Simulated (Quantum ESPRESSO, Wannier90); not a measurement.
**Wannier functions of Cu3Sn (Fm-3m)**

```xyz
4
Lattice="0.0000 3.0830 3.0830 3.0830 0.0000 3.0830 3.0830 3.0830 0.0000" Properties=species:S:1:pos:R:3 pbc="T T T"
Cu     3.0830     3.0830     3.0830
Cu    -1.5415    -1.5415    -1.5415
Cu     1.5415     1.5415     1.5415
Sn     0.0000     0.0000     0.0000
```

Structure: Materials Project mp-838, symmetrised, not relaxed again. Not found in the COD (Crystallography Open Database) copy used, which has the formula in other groups; not checked further. Method: LDA plane waves in Quantum ESPRESSO 7.5 (PseudoDojo norm-conserving files, 74 Ry, no spin polarisation, no spin-orbit coupling), Bloch states on a 6×6×6 mesh through Γ, Wannier90 4.0.1. Density: 12×12×12 mesh, cold smearing 0.01 Ry. Spin-orbit coupling is left out although heavy elements are present.

A tight-binding model is made by disentanglement and projection with no localisation steps (num_iter = 0), so the 31 orbitals stay atom-like: hydrogen-like Cu: s;p;d; Sn: s;p, axes along x, y, z; frozen window up to 1.50 eV relative to the Fermi level. It follows pw.x to 3.5 meV rms for states up to 1.0 eV relative to the Fermi level. Matrix elements depend on this choice of orbitals and windows.

Question: Which pairs of orbitals on different sites are coupled most strongly? Give distance, modulus and how many such pairs a cell has.

Answer: 
| orbital | orbital | distance of the centres (Å) | modulus (eV) | pairs |
|---|---|---|---|---|
| Cu px | Sn px | 3.08 | 1.79 | 2 |
| Cu py | Sn py | 3.08 | 1.79 | 2 |
| Cu pz | Sn pz | 3.08 | 1.79 | 2 |
| Cu pz | Cu pz | 3.08 | 1.78 | 2 |
| Cu px | Cu px | 3.08 | 1.78 | 2 |
| Cu py | Cu py | 3.08 | 1.78 | 2 |
| Cu py | Sn s | 2.67 | 1.26 | 8 |
| Cu px | Sn s | 2.67 | 1.26 | 8 |
| Cu pz | Sn s | 2.67 | 1.26 | 8 |
| Cu px | Sn pz | 2.67 | 1.19 | 8 |
| Cu py | Sn pz | 2.67 | 1.19 | 8 |
| Cu py | Sn px | 2.67 | 1.19 | 8 |
| Cu px | Sn py | 2.67 | 1.19 | 8 |
| Cu pz | Sn px | 2.67 | 1.19 | 8 |
| Cu pz | Sn py | 2.67 | 1.19 | 8 |
| Cu pz | Cu s | 2.67 | 1.16 | 16 |
| Cu py | Cu s | 2.67 | 1.16 | 16 |
| Cu px | Cu s | 2.67 | 1.16 | 16 |
| Cu s | Sn pz | 2.67 | 1.13 | 8 |
| Cu s | Sn px | 2.67 | 1.13 | 8 |
| Cu s | Sn py | 2.67 | 1.13 | 8 |
| Cu px | Cu pz | 2.67 | 1.09 | 16 |
| Cu py | Cu pz | 2.67 | 1.09 | 16 |
| Cu px | Cu py | 2.67 | 1.09 | 16 |
| Cu s | Cu s | 2.67 | 1.08 | 8 |
| Cu s | Sn s | 2.67 | 1.05 | 8 |
| Cu py | Sn py | 2.67 | 0.89 | 8 |
| Cu px | Sn px | 2.67 | 0.89 | 8 |
| Cu pz | Sn pz | 2.67 | 0.88 | 8 |
| Cu px | Cu px | 2.67 | 0.73 | 8 |
